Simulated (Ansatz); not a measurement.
TiSeS:
```
TiSeS
1.0
    3.47773     0.00000     0.00000
   -1.73887     3.01181     0.00000
    0.00000     0.00000     5.99169
Ti Se S
1 1 1
Direct
  0.33333   0.66667   0.98559
  0.66667   0.33333   0.25086
  0.00000   0.00000   0.76355
```

Relaxed with r²SCAN+D4. Special points in fractions of this cell's reciprocal vectors: Γ (0.000, 0.000, 0.000); M (0.500, 0.000, 0.000); K (0.333, 0.333, 0.000); A (0.000, 0.000, 0.500); L (0.500, 0.000, 0.500); H (0.333, 0.333, 0.500).

Task: List the band energies nearest the Fermi level at these points for DFT-r²SCAN+D4 in the program Ansatz with PAW potentials.

Result: In eV from the Fermi level; about four levels below and three above (degenerate sets whole), none deeper than 8.9 eV; points with the same levels are listed once.

```tsv
k	below	above
Γ	-5.61 -3.16 -3.16 -0.50	0.13 0.13 0.39 0.39
M	-3.26 -3.10 -2.77 -1.62	0.15 1.38 1.79
K	-4.21 -3.06 -2.79 -2.75	1.10 1.49 1.75
A	-3.13 -3.13 -2.65 -0.01 -0.01	0.38 0.38 1.41
L	-3.11 -1.70 -1.40 -0.05	1.38 1.75 3.25
H	-4.28 -3.32 -2.52 -2.52	1.09 1.31 1.41
```

Space group P3m1. The workflow started from a Materials Project entry (that database holds measured and hypothetical structures alike); the Crystallography Open Database copy checked does not list it. Its standing as an ambient phase is unchecked. Symmetry was held in the r²SCAN+D4 relaxation; whether a distortion lowers the energy is not shown. No spin polarisation was allowed. Scalar-relativistic: spin–orbit coupling is off unless named, which matters more the heavier the elements.

Potentials: the later of the program's two PAW sets.
